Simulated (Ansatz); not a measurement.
The relaxed structure here is a generated cell of TiB2: the first start was made by placing the elements on the sites of a structure type, and the end was not matched to a known phase here, so it may be hypothetical. Known forms of TiB2 include space group No. 191.

A relaxed structure of TiB$_{2}$. Space group P1 (No. 1). These are r2SCAN (plane waves to 500 eV, PAW, scalar-relativistic; Ansatz, an electronic-structure program) values and carry that method's errors.

```cif
data_B6Ti3
_chemical_formula_sum 'Ti3 B6'
_space_group_name_H-M_alt 'P1'
_space_group_IT_number 1
_space_group_name_Hall 'P 1'
_cell_length_a 4.37800
_cell_length_b 4.50987
_cell_length_c 5.65729
_cell_angle_alpha 108.176
_cell_angle_beta 97.839
_cell_angle_gamma 113.771
loop_
_atom_site_label
_atom_site_type_symbol
_atom_site_symmetry_multiplicity
_atom_site_Wyckoff_symbol
_atom_site_fract_x
_atom_site_fract_y
_atom_site_fract_z
_atom_site_occupancy
Ti1 Ti 1 a 0.52942 0.09117 0.51655 1
Ti2 Ti 1 a 0.60415 0.42575 0.13572 1
Ti3 Ti 1 a 0.23906 0.66986 0.82375 1
B1 B 1 a 0.97911 0.01332 0.43682 1
B2 B 1 a 0.10381 0.94331 0.17039 1
B3 B 1 a 0.87798 0.00464 0.92067 1
B4 B 1 a 0.74998 0.70554 0.59341 1
B5 B 1 a 0.73251 0.99583 0.17408 1
B6 B 1 a 0.15472 0.11877 0.74781 1
```

| Quantity | Result |
|---|---|
| Volume per atom | 10.29 Å³ |
| Density | 3.74 g/cm³ |
| Band gap | no gap (metallic) |
| Shortest distances | B–B 1.65 Å; B–Ti 2.21 Å; Ti–Ti 2.89 Å |
| k-mesh | 10×10×8 |

Band energies at high-symmetry points (eV from the Fermi level; labels of this space group; no spin-orbit coupling), from −5 eV up to 2.5 eV:

```
point                                                                                  energies
-----  ----------------------------------------------------------------------------------------
Γ                -4.58 -4.27 -3.88 -3.33 -3.13 -2.66 -1.56 -0.71 -0.38 0.41 0.64 1.06 1.88 1.99
X      -4.49 -3.58 -3.26 -2.88 -2.62 -2.33 -1.27 -0.78 -0.11 0.18 0.81 1.05 1.72 1.82 2.31 2.38
Y                 -4.66 -4.58 -3.13 -2.62 -2.04 -1.30 -0.97 -0.85 0.26 1.01 1.62 1.95 2.21 2.40
Z                        -4.53 -3.30 -2.39 -1.54 -1.25 -1.02 0.19 0.67 1.14 1.27 1.35 1.67 2.11
R      -4.76 -4.05 -3.54 -3.31 -3.02 -1.80 -1.46 -0.92 -0.31 0.75 0.89 1.48 1.58 1.68 2.25 2.39
T           -4.70 -4.03 -3.49 -3.19 -3.04 -2.08 -1.79 -1.02 -0.14 0.48 0.96 1.31 1.68 2.01 2.16
U                  -3.02 -2.56 -2.37 -1.87 -1.48 -1.04 -0.66 0.17 0.87 1.35 1.79 2.05 2.24 2.46
V                 -4.90 -2.93 -2.63 -1.98 -1.73 -1.34 -1.08 -0.43 0.05 0.76 1.35 1.48 1.81 2.33
```

No spin polarisation in the result.

It was reached from a disturbed copy of a P6₄22 (No. 181) cell, against which it lies -0.67 eV/atom.
